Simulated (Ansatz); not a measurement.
WC in space group P-6m2 (No. 187; W on 1a, C on 1f) at seven volumes, r²SCAN in the plane-wave PAW code Ansatz, shape and atoms relaxed at each. One row is withheld.

```
V (Å³/atom)  P (GPa)
-----------  -------
9.477          45.92
9.790              ?
10.102         12.97
10.415         -0.01
10.727        -11.12
11.040        -20.64
11.352        -28.77
```

**Question.** Fit the shown pressures and predict the withheld one.

**Answer.** P = (3/2)B₀(x^(7/2) − x^(5/2))[1 + (3/4)(B′ − 4)(x − 1)] with x = (V₀/V)^(2/3). Least squares on the six rows gives V₀ = 10.414 Å³/atom, B₀ = 400 GPa, B′ = 4.18. At V = 9.790, x = 1.0421 and P = 28.13 GPa. The run itself gave 28.14 GPa.

The cell was relaxed with r²SCAN under the symmetry of its start. The run is not spin-polarised. Spin–orbit coupling is left out wherever it is not named.

Potentials: the later of the program's two PAW sets.
